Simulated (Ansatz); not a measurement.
**What DFT gives for GePd**

```
Ge Pd
1.0
     1.87343    3.24488    0.00000
    -1.87343    3.24488    0.00000
     0.00000    0.00000    5.14042
Ge Pd
2 2
Direct
  0.33330 0.33340 0.25000
  0.66660 0.66670 0.75000
  0.00000 0.00000 0.00000
  0.00000 0.00000 0.50000
```

Single point in Ansatz 0.2.0 with r2SCAN, no spin polarisation. Cutoff 500 eV, PAW datasets, 10×10×7 Γ-centred k mesh, methfessel-paxton filling (width 0.2771 eV).

(1) What is the formation energy?

(2) Describe some of the short contacts.

(3) How is the charge shared?

(4) What does the stress say?

(5) What happens at the Fermi level?

Origin: a known structure type with other elements, at an estimated volume, so it need not be a known compound. Caveats: wide smearing.

Answers

(1) -0.25 eV an atom against the elements' usual phases (free molecules for gases, crystals otherwise, with no correction for O₂ or N₂), so it is bound against them; other compounds may still compete. Relaxing would lower it.

(2) Ge–Pd at 2.52 Å: least valence density 0.43 e/Å³ and ELF 0.41 there. Pd–Pd at 2.57 Å: least valence density 0.42 e/Å³ and ELF 0.22 there. These are pseudo-fields; inside the PAW spheres they differ from the all-electron ones.

(3) Bader charges in e: Ge +0.45, Pd -0.45. In the mean Ge gives up most and Pd takes most.

(4) The pressure is 14.1 GPa (compression positive), so with the atoms held at these fractions the cell would first expand. The principal stresses 10.7, 10.7, 21.0 GPa differ, so its shape would change too.

(5) It is a metal, with about 1.5 states/eV a cell as the mean within 0.25 eV of the Fermi level, mostly Ge p (57 %) and Pd d (31 %).
